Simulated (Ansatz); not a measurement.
# Structure relaxation, AlPt

The relaxed structure here is a generated cell of AlPt: the first start was made by a random draw of sites in a space group, and the end was not matched to a known phase here, so it may be hypothetical.

The start is a randomly generated symmetric cell of AlPt (space group No. 191). The structure is fully relaxed (lattice and positions, P = 0) with PBEsol (plane waves to 420 eV, PAW, scalar-relativistic; Ansatz, a first-principles code). First-step values are on the input's coarse k-mesh.

Ansatz input (later rounds restart from its end on a renewed k-mesh):
Ansatz 0.2 input:
```yaml
crystal:
  lattice:
    - [3.1651365, 0, 0]
    - [-1.5825682, 2.7410886, 0]
    - [0, 0, 7.3389128]
  atoms:
    - { symbol: Al, position: [0.33333333, 0.66666667, 0.5] }
    - { symbol: Al, position: [0.66666667, 0.33333333, 0.5] }
    - { symbol: Pt, position: [0, 0, 0.1901103] }
    - { symbol: Pt, position: [0, 0, 0.8098897] }
basis: { ecutwfc: 420, ecutrho_ratio: 4, xc_grid: 2, fft_grid_basis: typed }
kpoints: { mp_grid: { grid: [12, 12, 5] } }
hamiltonian:
  xc: pbesol
  dispersion: none
  pseudopotentials: { kind: paw }
scf: { occupations: { method: fermi_dirac, width: 0.05 } }
relax: { f_tol: 0.01, max_steps: 100, cell: { stress_tol: 0.02 } }
output: { forces: true, stress: true }
```

Problem. What pressure does the first self-consistent step give?

Solution. +41.4 GPa (positive: the cell is compressed).

Problem. How much energy is released per atom?

Solution. 3.06 eV/atom.

Problem. How does the volume per atom move from start to end?

Solution. +19.5 %, from 15.92 to 19.02 Å³/atom.

Problem. How do the shortest distances between atoms change?

Solution. The closest pairs of elements (up to four, under 3.6 Å), start → end: Al–Al 1.83 → 2.39 Å; Pt–Pt 2.79 → 2.51 Å; Al–Pt 2.92 → 2.72 Å.

Problem. What does it relax into? Give the structure.

Solution. 
```cif
data_Al2Pt2
_chemical_formula_sum 'Al2 Pt2'
_space_group_name_H-M_alt 'P6/mmm'
_space_group_IT_number 191
_space_group_name_Hall '-P 6 2'
_cell_length_a 4.13451
_cell_length_b 4.13451
_cell_length_c 5.13937
_cell_angle_alpha 90.000
_cell_angle_beta 90.000
_cell_angle_gamma 120.000
loop_
_atom_site_label
_atom_site_type_symbol
_atom_site_symmetry_multiplicity
_atom_site_Wyckoff_symbol
_atom_site_fract_x
_atom_site_fract_y
_atom_site_fract_z
_atom_site_occupancy
Al1 Al 2 d 0.33333 0.66667 0.50000 1
Pt1 Pt 2 e 0.00000 0.00000 0.24432 1
```

The space group stays P6/mmm (No. 191) (the run could not lower it), with 4 atoms in the primitive cell. Final values are on a 13×13×9 k-mesh of the relaxed cell. No spin polarisation in the result.

The run could not lose the symmetry of its start: the end is stationary, and may be a saddle point rather than a minimum.
